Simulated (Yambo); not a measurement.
Yambo run on K₂PtBr₆ (space group Fm-3m, No. 225). The wavefunctions are LDA (Quantum ESPRESSO, PseudoDojo norm-conserving, 84 Ry, scalar-relativistic) ones on a 2×2×2 mesh (39 occupied bands); a = b = c = 7.3313 Å, α = β = γ = 60.00°.

Yambo input:

```
rim_cut
gw0
dyson
el_el_corr
HF_and_locXC
ppa
em1d
RandQpts= 1000000
RandGvec= 1 Ry
EXXRLvcs= 84 Ry
VXCRLvcs= 336 Ry
Chimod= "HARTREE"
% BndsRnXp
 5 | 390 |
%
NGsBlkXp= 7 Ry
% LongDrXp
 1.0 | 1.0 | 1.0 |
%
PPAPntXp= 27.2114 eV
% GbndRnge
 1 | 390 |
%
GTermKind= "none"
DysSolver= "n"
ExtendOut
% QPkrange
 1 | 1 | 39 | 39 |
 3 | 3 | 39 | 40 |
%
```

k points by index: 1 = Γ, 3 = X.

Table of the .qp output:

```
#    K-point    Band    Eo [eV]    E [eV]    E-Eo [eV]    Vxc [eV]    Vnlxc [eV]    Sc|Eo [eV]    Sc|E [eV]    dSc/dw|Eo [eV]    Re(Z)    Im(Z)
#
    1    39    0.000000    -1.038829    -1.038829    -13.19373    -16.91920    2.426258    2.686641    -6.819754    0.799600    -0.001376
    3    39    -0.025661    -1.062504    -1.036844    -13.15332    -16.86838    2.418571    2.678217    -6.813468    0.799748    -0.001377
    3    40    0.916305    1.983393    1.067089    -15.83500    -12.41600    -2.086186    -2.351912    -6.775647    0.800638    -0.001398
```
(The two width columns are left out.) Convergence of these settings isn't established.

Spin-orbit coupling is not included.

Geometry of the Materials Project entry, not relaxed at this level.
